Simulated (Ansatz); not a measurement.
## Two states of CuSnF6

```xyz
8
Lattice="2.5411 1.4671 4.5637 -2.5411 1.4671 4.5637 0.0000 -2.9342 4.5637" Properties=species:S:1:pos:R:3 pbc="T T T"
F    -0.9859    1.7488    5.7001
F    -1.0215   -1.7282    5.7001
F     2.0075   -0.0205    5.7001
F     0.9859   -1.7488    7.9911
F     1.0215    1.7282    7.9911
F    -2.0075    0.0205    7.9911
Cu    0.0000    0.0000    6.8456
Sn    0.0000    0.0000    0.0000
```

Level: r2SCAN, with U_eff = 3.65 eV on Cu d (all-electron-ortho-atomic projectors); 500 eV; 4×4×4 Γ-centred mesh; fermi-dirac occupations (width 0.0638 eV); Ansatz 0.2.0, fixed geometry.

State A: Cu7 up (collinear spin). State B: no moments (no spin polarisation).

Q: Compare the two self-consistent states.

A: State A is lower by 131.5 meV an atom at zero smearing; in free energy at this smearing B lies +123.1 meV an atom from A.

| state | free energy (meV/atom) | largest moment in a small sphere (μB) | net moment (μB/cell) | gap on mesh (eV) | pressure (GPa) | largest force (eV/Å) |
| --- | --- | --- | --- | --- | --- | --- |
| A | 0.0 | 0.87 | 1.00 | 1.74 | -2.2 | 2.14 |
| B | 123.1 | 0.00 | 0.00 | metal | -0.7 | 1.52 |

Origin: a database entry at a rescaled volume. Caveats: the state breaks the symmetry of the cell; no spin-orbit coupling, which can shift this gap by tenths of an eV; forces this large suggest misplaced atoms in the database entry; atoms or cell far from equilibrium; odd electron count without spin polarisation, so a magnetic state may lie lower; the k mesh is coarse if the cell is a metal.
